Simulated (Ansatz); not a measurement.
The start is a relaxed Mg cell, doubled along one cell vector, shaken by Gaussian noise of σ = 0.08 Å a coordinate. The cell and all atomic positions are relaxed at zero pressure with r2SCAN (plane waves to 500 eV, PAW, scalar-relativistic; Ansatz, a quantum-chemistry and plane-wave program). The first steps use a coarse 4×8×11 k-mesh.

The start:
```yaml
crystal:
  lattice:
    - [10.13899, 0.00000, 0.00000]
    - [-2.53475, 4.39031, 0.00000]
    - [0.00000, 0.00000, 3.08289]
  atoms:
    - { symbol: Mg, position: [0.00620, 0.01818, 0.01398] }
    - { symbol: Mg, position: [0.49901, 0.99095, 0.95712] }
    - { symbol: Mg, position: [0.16156, 0.65646, 0.52807] }
    - { symbol: Mg, position: [0.66069, 0.65295, 0.50702] }
    - { symbol: Mg, position: [0.32795, 0.32431, 0.50196] }
    - { symbol: Mg, position: [0.84110, 0.36288, 0.48595] }
```

### Question
Which atoms feel the largest initial force, and how large is it?

### Answer
0.50 eV/Å, on Mg6 (atoms numbered as listed).

### Question
By how much does the energy per atom fall from start to end?

### Answer
0.05 eV/atom.

### Question
Does it find its way back to the structure it was made from?

### Answer
It does not go back: it reaches I4/mmm (No. 139), 0.04 eV/atom below the parent.

### Question
How do the shortest distances between atoms change?

### Answer
The closest pairs of elements (up to four, under 3.6 Å), start → end: Mg–Mg 2.82 → 3.08 Å.

### Question
What band gap does the relaxed structure have at this level?

### Answer
No gap (metallic).

### Question
Write out the relaxed structure.

### Answer

```cif
data_Mg2
_chemical_formula_sum 'Mg2'
_space_group_name_H-M_alt 'I4/mmm'
_space_group_IT_number 139
_space_group_name_Hall '-I 4 2'
_cell_length_a 3.53106
_cell_length_b 3.53106
_cell_length_c 3.61932
_cell_angle_alpha 90.000
_cell_angle_beta 90.000
_cell_angle_gamma 90.000
loop_
_atom_site_label
_atom_site_type_symbol
_atom_site_symmetry_multiplicity
_atom_site_Wyckoff_symbol
_atom_site_fract_x
_atom_site_fract_y
_atom_site_fract_z
_atom_site_occupancy
Mg1 Mg 2 a 0.00000 0.00000 0.00000 1
```
(The calculation used a cell of 1 atom; values per cell refer to that cell.)

Final values are on a 18×18×18 k-mesh of the relaxed cell. No spin polarisation in the result.

The relaxed structure here is a generated cell of Mg: the first start was made by placing the elements on the sites of a structure type, and the end was not matched to a known phase here, so it may be hypothetical. Known forms of Mg include space group No. 194.
